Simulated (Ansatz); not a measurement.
O, DFT, PBEsol, all-electron LAPW, scalar-relativistic (Ansatz 0.2.0), run on 1 thread of Arm Neoverse V2 on a shared host.

The geometry is COD entry 9017498, unchecked; take it as a test cell. The listed cell was then made from it by scaling, straining or moving an atom.

Command: `ansatz run input.yaml --threads 1 --pin off --max-ram 4096MiB --backend cpu --events-out ev --progress --plain --runs-dir out`

```yaml
crystal:
  lattice:
    - [2.5779602975, 0.0, 0.0]
    - [-1.2889801488, 2.2325791076, 0.0]
    - [0.0, 0.0, 6.6185443154]
  atoms:
    - { symbol: O, position: [0.3333333333, 0.6666666667, 0.161] }
    - { symbol: O, position: [0.6666666667, 0.3333333333, 0.661] }
    - { symbol: O, position: [0.3333333333, 0.6666666667, 0.339] }
    - { symbol: O, position: [0.6666666667, 0.3333333333, 0.839] }
kpoints:
  mp_grid: { grid: [13, 13, 5] }
  band_path:
    path:
      - [0.0, 0.0, 0.0]
      - [0.5, 0.0, 0.0]
      - [0.3333333333, 0.3333333333, 0.0]
      - [0.0, 0.0, 0.0]
      - [0.0, 0.0, 0.5]
      - [0.5, 0.0, 0.5]
      - [0.3333333333, 0.3333333333, 0.5]
      - [0.0, 0.0, 0.5]
      - [0.5, 0.0, 0.5]
    npoints: 5
scf:
  occupations: { method: fermi_dirac, width: 0.03 }
hamiltonian:
  xc: pbesol
  pseudopotentials: { kind: all_electron, lapw: { basis_error: 0.001 } }
output:
  forces: true
  stress: true
  eigenvalues: true
```

Q: How large is the problem that the program sets up?

A: 63 irreducible k-points, 2469 plane waves at Γ, 20 bands.

Q: Estimate the wall time and the peak memory.

A: 80 s of wall time for 7 SCF iterations, with a peak of 0.66 GiB. Times on shared machines scatter by tens of per cent.
